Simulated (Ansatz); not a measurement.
Geometry optimisation in Ansatz: input, command and trajectory.

```yaml
crystal:
  lattice:
    - [-2.2465834674, 2.2465834674, 4.9952303994]
    - [2.2465834674, -2.2465834674, 4.9952303994]
    - [2.2465834674, 2.2465834674, -4.9952303994]
  atoms:
    - { symbol: Sr, position: [0.9985157724, 0.9985157724, 0.0] }
    - { symbol: Si, position: [0.3785012703, 0.3785012703, 0.0] }
    - { symbol: Si, position: [0.2557717637, 0.7557717637, 0.5] }
    - { symbol: Si, position: [0.7557717637, 0.2557717637, 0.5] }
    - { symbol: Au, position: [0.6339404398, 0.6339404398, 0.0] }
basis:
  ecutwfc: 420
kpoints:
  mp_grid: { grid: [12, 12, 12] }
hamiltonian:
  xc: pbesol
scf:
  occupations: { method: gaussian, width: 0.1 }
output:
  forces: true
  stress: true
  eigenvalues: true
relax:
  adjacent_minimum: "off"
  f_tol: 0.01
  max_steps: 30
  cell: { stress_tol: 0.1, fix: [volume] }
```

```bash
ansatz run input.yaml --threads 2 --pin off --max-ram 5120MiB --backend cpu --events-out ev --progress --plain --runs-dir out
```

The calculation used DFT PBEsol, scalar-relativistic, plane waves, PAW (Ansatz).

The volume is held at 1.06 times that of the relaxed cell.

Of 4 frames 3 are shown, positions in Å and forces in eV/Å; the SCF threshold varies from step to step. Steps run on the plane waves of an earlier cell, with a Pulay correction in the pressure. The basis is chosen afresh for the last frame, the zero of the energies, and at times for earlier ones too; energy and pressure can step there, also at an unchanged geometry. Where two frames share a geometry here, they differ by under 2 meV/atom and 0.3 GPa.

```xyz
5
Lattice="-2.2466 2.2466 4.9952 2.2466 -2.2466 4.9952 2.2466 2.2466 -4.9952" Properties=species:S:1:pos:R:3:forces:R:3 pbc="T T T" step=1 free_energy_over_end_meV_per_atom=0.10 pressure_GPa=-4.72
Sr    0.0000    0.0000    9.9756    0.0000    0.0000    0.0123
Si    0.0000    0.0000    3.7814    0.0000    0.0000   -0.0248
Si    2.2466    0.0000    2.5553    0.0000    0.0000   -0.0333
Si    0.0000    2.2466    2.5553    0.0000    0.0000   -0.0333
Au    0.0000    0.0000    6.3334    0.0000    0.0000    0.0793
5
Lattice="-2.2463 2.2463 4.9965 2.2463 -2.2463 4.9965 2.2463 2.2463 -4.9965" Properties=species:S:1:pos:R:3:forces:R:3 pbc="T T T" step=2 free_energy_over_end_meV_per_atom=0.02 pressure_GPa=-4.68
Sr    0.0000    0.0000    9.9804    0.0000    0.0000   -0.0070
Si    0.0000    0.0000    3.7810    0.0000    0.0000   -0.0198
Si    2.2463    0.0000    2.5528    0.0000    0.0000   -0.0017
Si    0.0000    2.2463    2.5528    0.0000    0.0000   -0.0017
Au    0.0000    0.0000    6.3400    0.0000    0.0000    0.0302
5
Lattice="-2.2468 2.2468 4.9945 2.2468 -2.2468 4.9945 2.2468 2.2468 -4.9945" Properties=species:S:1:pos:R:3:forces:R:3 pbc="T T T" step=4 free_energy_over_end_meV_per_atom=0.00 pressure_GPa=-4.66
Sr    0.0000    0.0000    9.9750    0.0000    0.0000   -0.0009
Si    0.0000    0.0000    3.7778    0.0000    0.0000   -0.0020
Si    2.2468    0.0000    2.5514    0.0000    0.0000    0.0008
Si    0.0000    2.2468    2.5514    0.0000    0.0000    0.0008
Au    0.0000    0.0000    6.3416    0.0000    0.0000    0.0014
```

Time: 69 s on 2 threads of Intel(R) Xeon(R) Platinum 8488C (Sapphire Rapids), on a shared host, peak memory 0.71 GiB.

Spin–orbit coupling is left out, which can shift energies with elements as heavy as these.